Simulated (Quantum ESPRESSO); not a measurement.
# Moving one atom in Ge6CSi

These are calculations, not measurements. They come from pw.x of Quantum ESPRESSO 7.5, a plane-wave density functional program, with PseudoDojo standard norm-conserving files (v0.5 for PBE, v0.4.1 for LDA and PBEsol). The cells are made up: elements, strain and atom displacements were drawn at random, and nothing was relaxed. There is no spin polarisation, spin-orbit coupling or dispersion term.

The cell has 8 sites of a zincblende or diamond lattice. Sites 1 to 4 hold Ge Ge C Si; sites 5 to 8 hold Ge Ge Ge Ge. Cell vectors in Å: (5.541, 0.000, 0.000); (0.000, 5.541, 0.000); (0.000, 0.000, 5.541). Settings: PBE, cutoff 1116 eV, 6 x 6 x 6 k mesh shifted by half a step, Fermi-Dirac smearing of 0.1 eV.

Each run shifts the Ge atom on site 6 along x and leaves all else fixed. Site 2 is one of its nearest neighbours. E is the free energy of the cell above the lowest run shown.

| run | shift (Å) | Fx on site 6 (eV/Å) | Fx on site 2 (eV/Å) | P (GPa) | E (meV) |
| --- | --- | --- | --- | --- | --- |
| 1 | -0.1761 | 3.413 | -1.232 | -0.59 | 539.2 |
| 2 | -0.1597 | 3.240 | -1.167 | -0.69 | 484.6 |
| 3 | -0.1291 | 2.914 | -1.045 | -0.87 | 390.5 |
| 4 | -0.0375 | 1.921 | -0.690 | -1.29 | 168.9 |
| 5 | 0.0203 | 1.292 | -0.477 | -1.48 | 76.0 |
| 7 | 0.1225 | 0.202 | -0.132 | -1.66 | 0.0 |
| 6 | 0.0591 | ? | ? | ? | ? |

A rerun of one of these cells at 1347 eV and k mesh 8 x 8 x 8 moved values by no more than 0.002 eV in the cell's energy, 0.03 GPa in stress and 0.011 eV/Å in force.

## Worked fit

A parabola through the six runs shown gives Fx on site 6 = 1.516 - 10.76 u + 0.2 u² eV/Å, with u in Å and a scatter of 0.006 eV/Å. Minus the slope, 10.76 ± 0.12 eV/Å², is this atom's force constant along x at u = 0, with its periodic images moving too. The fitted force does not vanish within the range. The error is the larger of the fit's own and the change that a cubic makes, rounded up.

## Withheld run

Question: what Fx on site 6 should run 6 give?

The fit gives 0.881 eV/Å. The calculation gave 0.873 eV/Å.

```
run,shift (Å),Fx on site 6 (eV/Å),Fx on site 2 (eV/Å),P (GPa),E (meV)
6,0.0591,0.873,-0.340,-1.57,34.0
```